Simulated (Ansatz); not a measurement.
Hf (hcp, Mg type)

```
CELL_PARAMETERS angstrom
      3.20412     0.00000     0.00000
     -1.60206     2.77485     0.00000
      0.00000     0.00000     5.06894
ATOMIC_POSITIONS crystal
  Hf 0.33333 0.66667 0.75000
  Hf 0.66667 0.33333 0.25000
```

The slice is a (1 -1 0 0) plane (indices of the conventional cell) through the point (0.333, 0.667, 0.750) (fractional), spanned by u = [110] and v = [001] in vectors of this cell: u (3.20 Å) and v (5.07 Å, at 90° to u). It covers one period; positions are fractions (u, v).

Computed with PBE (plane waves to 420 eV, PAW, scalar-relativistic; Ansatz, a first-principles code). k mesh 17×17×9. Near the nuclei the fields are pseudised (PAW); where an atom keeps semicore shells as valence, they peak there. Hf is run without spin polarisation. Hf was relaxed with its symmetry unable to fall. Spin-orbit coupling is left out, though Hf is heavy. The PAW data are Ansatz's earlier set.

### Question
What is the valence density on the shortest Hf–Hf line in this plane (3.20 Å), at its midpoint?

### Answer
0.19 e/Å³.

### Question
What is the ELF at the midpoint of the shortest Hf–Hf line in this plane (3.20 Å)?

### Answer
0.3.

### Question
Predict the map of the valence electron density on the slice.

### Answer
```
|@@%%**==..        ..==**%%|
|##**==::..        ..::==**|
|==--::..            ..::--|
|::....                ....|
|                          |
|                          |
|                          |
|          ........        |
|        ....::::....      |
|        ..::::::::..      |
|        ....::::....      |
|          ........        |
|                          |
|                          |
|                          |
|::....                ....|
|==--::..            ..::--|
|##**==::..        ..::==**|
|@@%%**==..        ..==**%%|
|@@@@##==::        ::==##@@|
```
Scale: ten equal steps from -0.77 (start of ' ') to 1.78 (end of '@'), in the order ' .:-=+*#%@'. Values: log₁₀ of the valence density in e/Å³. The map has 13 points along u (two characters each, u = 0 at the left) and 20 along v (v = 0 in the bottom row). The scale is logarithmic, as a density can span decades between atoms and voids.
